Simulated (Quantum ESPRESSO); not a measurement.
## Ga5ReRhTa in 5 site orders

Calculated results; nothing here was measured. They come from Quantum ESPRESSO 7.5, a public plane-wave density functional program. Each row is one single-point run on a made-up periodic cell of eight metal atoms, with elements, volume, strain and displacements drawn at random and not relaxed, so a cell may be unstable or far from any real phase. There is no spin polarisation or spin-orbit coupling.

Settings: PBE unless stated; PseudoDojo standard norm-conserving files; Fermi-Dirac width 0.25 eV, which means electrons at about 2900 K; cutoff 1197 eV; 6 x 4 x 4 k mesh shifted half a step off Gamma. E is the free energy of the whole cell (internal energy minus TS), so a -TS column is already part of it. Stress is positive in tension, and the pressure P is minus a third of its trace.

Checks: one run of this series was repeated at a higher cutoff and on a denser mesh, which moved values by no more than 0.006 eV, 0.11 GPa and 0.016 eV/Å, and a second program with other atomic files agreed on it to 2 % rms in force and 0.5 GPa in pressure. Known limits: heavy elements are run without spin-orbit coupling, which real alloys of them have; a spin test at this wide smearing found no moment, but such smearing suppresses magnetism that the real alloy may have.

The lattice is face-centred cubic, and the cell vectors in Å are (-0.024, 4.187, 0.003); (-4.177, 0.021, -4.185); (-4.228, 0.026, 4.235), a volume of 148.13 Å³. The runs move one Re atom among sites that otherwise hold Ga, on the same eight displaced sites. E is counted from run 1, and the rms force is over all 24 components. Nothing is relaxed, so E mixes bonding between neighbours with strain on unrelaxed sites, and it is not an ordering energy.

```
run  elements on sites 1 to 8  E (eV)  -TS (eV)  rms force (eV/Å)  largest force (eV/Å)  P (GPa)
  1   Re Ga Ga Ta Ga Ga Rh Ga   0.000    -1.350             0.358                  0.89   -16.68
  2   Ga Re Ga Ta Ga Ga Rh Ga  -0.546    -1.246             0.394                  0.94   -15.09
  3   Ga Ga Re Ta Ga Ga Rh Ga  -0.616    -1.235             0.322                  0.71        ?
  4   Ga Ga Ga Ta Re Ga Rh Ga  -0.511    -1.266             0.537                  1.98   -14.97
  5   Ga Ga Ga Ta Ga Ga Rh Re  -0.838    -1.183             0.428                  1.28   -14.46
```

## Worked fit

A straight line through the runs shown gives P = -16.59 - 2.71 E GPa with E in eV, an error of 0.34 on the slope and a scatter of 0.20 GPa. At this fixed volume the orders of higher energy tend to have the lower pressure.

## Withheld value

Question: what pressure should run 3 give?

The fit gives -14.92 ± 0.23 GPa. The calculation gave -15.17 GPa.
